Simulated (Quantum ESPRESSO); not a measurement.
# Strain and stress in AlIn2GaP4

The results below are calculated, not measured. They come from pw.x of Quantum ESPRESSO 7.5, a plane-wave density functional program, with PseudoDojo standard norm-conserving files (v0.5 for PBE, v0.4.1 for LDA and PBEsol). The cells are made up: elements, strain and atom displacements were drawn at random, and nothing was relaxed. There is no spin polarisation, spin-orbit coupling or dispersion term.

The cell has 8 sites of a zincblende or diamond lattice. Sites 1 to 4 hold Al In In Ga; sites 5 to 8 hold P P P P. Cell vectors in Å: (5.885, 0.016, 0.047); (0.016, 5.897, 0.021); (0.047, 0.021, 5.903). Settings: PBE, cutoff 1088 eV, 4 x 4 x 4 k mesh shifted by half a step, Fermi-Dirac smearing of 0.025 eV.

Each run adds a shear xy (given as the tensor component) to one cell, with the atoms carried along; the vectors above are those of run 4. Stress is positive in tension and P is minus a third of its trace. E is the free energy for each atom above the lowest run shown.

```
run  strain (%)  s_xx (GPa)  s_yy (GPa)  s_zz (GPa)  s_xy (GPa)  P (GPa)  E (meV/atom)
  1       -1.88        3.98        4.01        4.11       -1.97    -4.04          5.39
  3       -0.94        4.08        4.11        4.18       -0.94    -4.12          1.20
  4        0.04        4.10        4.14        4.19        0.14    -4.14          0.00
  5        0.78        4.07        4.11        4.17        0.95    -4.12          1.24
  6        1.15        4.05        4.08        4.16        1.35    -4.09          2.56
  7        1.84        3.97        4.00        4.10        2.11    -4.02          6.25
  2       -1.45           ?           ?           ?           ?        ?             ?
```

A rerun of one of these cells at 1377 eV and k mesh 6 x 6 x 6 moved values by no more than 0.008 eV in the cell's energy, 0.02 GPa in stress and 0.002 eV/Å in force.

## Worked fit

A parabola through the six runs shown gives s_xy = 0.09 + 1.10 e - 0.001 e² GPa, with e in per cent and a scatter of 0.01 GPa. The slope is a stiffness of 110 ± 1 GPa for each unit of this strain at e = 0, twice a shear constant under the stress shown, since the tensor component is half the shear angle. The atoms are clamped, and relaxing them would in general lower it. The error is the larger of the fit's own and the change that a cubic makes, rounded up.

## Withheld run

Question: what s_xy should run 2 give?

The fit gives -1.51 GPa. The calculation gave -1.50 GPa.

| run | strain (%) | s_xx (GPa) | s_yy (GPa) | s_zz (GPa) | s_xy (GPa) | P (GPa) | E (meV/atom) |
| --- | --- | --- | --- | --- | --- | --- | --- |
| 2 | -1.45 | 4.03 | 4.06 | 4.15 | -1.50 | -4.08 | 3.10 |